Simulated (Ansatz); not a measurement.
TiN (rock salt, space group No. 225) under volume change, DFT-PBEsol in the program Ansatz with PAW potentials, scaled uniformly.

```json
[
 {"V (Å³/atom)": "8.450", "E − E(relaxed) (meV/atom)": "83.1", "P (GPa)": "34.60"},
 {"V (Å³/atom)": "8.729", "E − E(relaxed) (meV/atom)": "34.9", "P (GPa)": "21.20"},
 {"V (Å³/atom)": "9.007", "E − E(relaxed) (meV/atom)": "8.3", "P (GPa)": "9.77"},
 {"V (Å³/atom)": "9.286", "E − E(relaxed) (meV/atom)": "0.0", "P (GPa)": "0.01"},
 {"V (Å³/atom)": "9.564", "E − E(relaxed) (meV/atom)": "7.4", "P (GPa)": "-8.33"},
 {"V (Å³/atom)": "9.843", "E − E(relaxed) (meV/atom)": "28.2", "P (GPa)": "-15.45"},
 {"V (Å³/atom)": "10.121", "E − E(relaxed) (meV/atom)": "60.5", "P (GPa)": "-21.53"}
]
```

Problem. What does a third-order Birch–Murnaghan fit give for V₀, B₀ and B′?

Solution. V₀ = 9.29 Å³/atom, B₀ = 300 GPa, B′ = 4.2.

Space group Fm-3m (rock salt). The PBEsol relaxation kept the symmetry of its start. The run is not spin-polarised.

Potentials: the later of the program's two PAW sets.
